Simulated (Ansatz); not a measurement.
Si3N4: Field gradients at the nuclei

The cell is an entry of the Crystallography Open Database (COD), its atoms then relaxed with PBE in this cell.

```
Si N
1.0
     7.63220    0.00000    0.00000
    -3.81610    6.60968    0.00000
     0.00000    0.00000    2.91910
Si N
6 8
Direct
  0.17446 0.76836 0.25000
  0.40610 0.17446 0.75000
  0.23164 0.40610 0.25000
  0.82554 0.23164 0.75000
  0.59390 0.82554 0.25000
  0.76836 0.59390 0.75000
  0.33333 0.66667 0.25000
  0.66667 0.33333 0.75000
  0.32989 0.03033 0.25000
  0.29956 0.32989 0.75000
  0.96967 0.29956 0.25000
  0.67011 0.96967 0.75000
  0.70044 0.67011 0.25000
  0.03033 0.70044 0.75000
```

Sites (sets of like atoms) are named by element and the number of their first atom in this list.

Computed with Ansatz: DFT, r2SCAN, plane waves and PAW (field gradients read without the response of the frozen cores, which leaves them typically 4 to 6 % off), scalar-relativistic, 500 eV cutoff, Γ-centred 4×4×9 k-points, Fermi–Dirac smearing 0.02 eV.

C_Q = eQV_zz/h, which is 24.18 MHz for Q = 1 b and V_zz = 10²¹ V/m²; η = (V_xx − V_yy)/V_zz. Directions are in the Cartesian axes of the cell vectors above, for the atom listed; none is given where the gradient is under 0.02 or η is above 0.95.

| site | first atom | first shell | V_zz (10²¹ V/m²) | η | direction of V_zz (x, y, z) |
| --- | --- | --- | --- | --- | --- |
| Si | 1 | 4 N at 1.74 Å | 0.88 | 0.28 | 0.42 0.91 0.00 |
| N7 | 7 | 3 Si at 1.74 Å | -5.30 | 0.00 | 0.00 0.00 1.00 |
| N9 | 9 | 3 Si at 1.74 Å | -5.28 | 0.08 | 1.00 -0.04 0.00 |

An axis of threefold or higher order runs through N7, so V_zz lies along it and η is zero. At N9 V_zz stands upright on the plane through its three neighbours (within 3°).

The database positions were far from equilibrium, so the relaxed structure may not be the compound's real one.

The run took 16 s of wall time (16 s of CPU time) and 0.84 GiB at its peak, on 1 thread of Intel Xeon Platinum 8488C (Sapphire Rapids) (x86_64; 16 cores open to the job, memory cap 3.0 GiB, no GPU), a shared host with a load of 0.4 a core.
